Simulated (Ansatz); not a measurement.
TiPd3 (Cu3Au type, Pm-3m), a = b = c = 3.893 Å, α = β = γ = 90.00°.

This is the r²SCAN-relaxed structure.

Problem. All from r²SCAN in the plane-wave PAW code Ansatz, unless another level is named. Predict the density of states at the Fermi level.

Solution. 0.27 states/eV per atom (mean over ±0.08 eV).

Problem. And the formation energy from the elements (no fitted shifts)?

Solution. -0.66 eV/atom.

The workflow started from an entry of the Crystallography Open Database (COD). Whether it is the stable phase at ambient conditions was not checked. The r²SCAN relaxation kept the symmetry of its start; whether a distortion lowers the energy is not shown. The run is not spin-polarised. The references are the lowest solids computed at this level, not always the standard phases. Scalar-relativistic: spin–orbit coupling is off unless named, which matters more the heavier the elements.

Potentials: the later of the program's two PAW sets.
